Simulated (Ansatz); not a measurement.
Ti₃AlC (anti-perovskite, Pm-3m) at seven volumes, the program Ansatz at the LDA level (PAW), scaled uniformly. One row is withheld.

```json
[
 {"V (Å³/atom)": "12.593", "P (GPa)": "19.57"},
 {"V (Å³/atom)": "13.008", "P (GPa)": "12.05"},
 {"V (Å³/atom)": "13.423", "P (GPa)": "?"},
 {"V (Å³/atom)": "13.838", "P (GPa)": "0.01"},
 {"V (Å³/atom)": "14.253", "P (GPa)": "-4.79"},
 {"V (Å³/atom)": "14.668", "P (GPa)": "-8.92"},
 {"V (Å³/atom)": "15.084", "P (GPa)": "-12.46"}
]
```

### Question
Fit the shown pressures and predict the withheld one.

### Answer
P = (3/2)B₀(x^(7/2) − x^(5/2))[1 + (3/4)(B′ − 4)(x − 1)] with x = (V₀/V)^(2/3). Least squares on the six rows gives V₀ = 13.838 Å³/atom, B₀ = 172 GPa, B′ = 4.00. At V = 13.423, x = 1.0205 and P = 5.57 GPa. The run itself gave 5.58 GPa.

The workflow started from a Materials Project entry (that database holds measured and hypothetical structures alike); the Crystallography Open Database copy checked does not list it. Whether it is the stable phase at ambient conditions was not checked. The LDA relaxation kept the symmetry of its start; of distortions, only those at the zone centre were tested. No spin polarisation was allowed.

Potentials: the later of the program's two PAW sets.
